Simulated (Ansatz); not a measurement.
Relaxed-ion elastic tensor of TaAl (CsCl type, Pm-3m) in GPa (Voigt order), DFT-r²SCAN in the program Ansatz with PAW potentials; density 10.46 g/cm³, 16.51 Å³ per atom.

```
-13.4    251    251    0.0    0.0    0.0
  251  -13.4    251    0.0    0.0    0.0
  251    251  -13.4    0.0    0.0    0.0
  0.0    0.0    0.0   38.6    0.0    0.0
  0.0    0.0    0.0    0.0   38.6    0.0
  0.0    0.0    0.0    0.0    0.0   38.6
```

### Question
Is the crystal mechanically stable?

### Answer
No: the smallest eigenvalue of C is -265 GPa.

The start of the workflow was typed in or built on a structure type; neither database checked (COD, Materials Project) lists it. Its standing as an ambient phase is unchecked. The cell was relaxed with r²SCAN under the symmetry of its start. At this level the phase is mechanically unstable. The run is not spin-polarised. As this level gives no gap, shear constants depend on the k-mesh and smearing (Fermi–Dirac, 0.1 eV here). Scalar-relativistic: spin–orbit coupling is off unless named, which matters more the heavier the elements.

Potentials: the earlier of the program's two PAW sets.
